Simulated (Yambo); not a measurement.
K₂LiScF₆: lowest vertical excitons

```
CELL_PARAMETERS angstrom
      0.00000     4.14480     4.14480
      4.14480     0.00000     4.14480
      4.14480     4.14480     0.00000
ATOMIC_POSITIONS crystal
  Li 0.50000 0.50000 0.50000
  F  0.24559 0.24559 0.75441
  F  0.75441 0.75441 0.24559
  F  0.75441 0.24559 0.24559
  F  0.24559 0.75441 0.75441
  F  0.24559 0.75441 0.24559
  F  0.75441 0.24559 0.75441
  K  0.25000 0.25000 0.25000
  K  0.75000 0.75000 0.75000
  Sc 0.00000 0.00000 0.00000
```

The geometry is that of Materials Project entry mp-1111110, symmetrised and not relaxed again.

BSE in Yambo on norm-conserving PBEsol (Quantum ESPRESSO, 84 Ry, no spin-orbit coupling) bands: 4×4×4 mesh, 18 valence and 11 conduction bands, static screening with 89 bands and a 3 Ry block, scissor 5.30 eV, Tamm-Dancoff; field along x.

```json
[
 {"state": "1", "energy (eV)": "8.83", "states within 2 meV": "1", "relative strength": "< 0.01", "class": "dark", "main transitions": "several band pairs"},
 {"state": "2", "energy (eV)": "8.98", "states within 2 meV": "3", "relative strength": "< 0.01", "class": "dark", "main transitions": "several band pairs"},
 {"state": "3", "energy (eV)": "9.02", "states within 2 meV": "3", "relative strength": "< 0.01", "class": "dark", "main transitions": "several band pairs"},
 {"state": "4", "energy (eV)": "9.06", "states within 2 meV": "3", "relative strength": "< 0.01", "class": "dark", "main transitions": "several band pairs"},
 {"state": "5", "energy (eV)": "9.20", "states within 2 meV": "1", "relative strength": "< 0.01", "class": "dark", "main transitions": "several band pairs"},
 {"state": "6", "energy (eV)": "9.21", "states within 2 meV": "2", "relative strength": "< 0.01", "class": "dark", "main transitions": "several band pairs"},
 {"state": "7", "energy (eV)": "9.22", "states within 2 meV": "2", "relative strength": "< 0.01", "class": "dark", "main transitions": "several band pairs"},
 {"state": "8", "energy (eV)": "9.26", "states within 2 meV": "3", "relative strength": "1.00", "class": "strong", "main transitions": "several band pairs"},
 {"state": "9", "energy (eV)": "9.31", "states within 2 meV": "1", "relative strength": "< 0.01", "class": "dark", "main transitions": "several band pairs"},
 {"state": "10", "energy (eV)": "9.34", "states within 2 meV": "2", "relative strength": "< 0.01", "class": "dark", "main transitions": "several band pairs"}
]
```

These are vertical excitations (zero momentum). The direct quasiparticle gap on this mesh is 12.11 eV; counted from there, state 1 is bound by 3.28 eV. Convergence with the mesh was not shown.

Spin singlets only. Strengths are relative to the strongest of the lowest states of this run; strong means a line over 3 % of the spectrum's maximum, dark under 0.03 %. Absolute energies carry the error of the G0W0 scissor, whose convergence isn't established.

The structure is a Materials Project entry; no match was found in the copy of COD used, and its stability was not checked.
